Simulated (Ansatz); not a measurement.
A crystal relaxed with r2SCAN in Ansatz 0.2.0 has space group P-43m (No. 215) and a = 5.998 Å.

| atom | site | x | y | z |
| --- | --- | --- | --- | --- |
| Ga | 1a | 0.0000 | 0.0000 | 0.0000 |
| As | 4e | 0.2396 | 0.2396 | 0.2396 |
| Xx | 3c | 0.5000 | 0.5000 | 0.0000 |

The r2SCAN gap is direct at Γ: 0.21 eV. HSE06 gives a direct gap of 0.51 eV at Γ. Meshes: r2SCAN 4×4×4, HSE06 4×4×4.

Q: Which element is Xx?
A. Al
B. In
C. Tl
D. B

A: B. Xx is In: an ordered 8-atom cell of In3GaAs4 on the zincblende lattice (P-43m). Ga is surrounded by 4 As at 2.49 Å; As is surrounded by 1 Ga at 2.49 Å and 3 In at 2.64 Å; In is surrounded by 4 As at 2.64 Å.

The calculation is spin-unpolarised, and the structure need not be a phase that has been made.

Spin-orbit coupling is left out, which matters wherever the heavy atoms make up the band edges.

The meshes of the hybrids are coarse, so their gaps aren't converged to the digits shown.
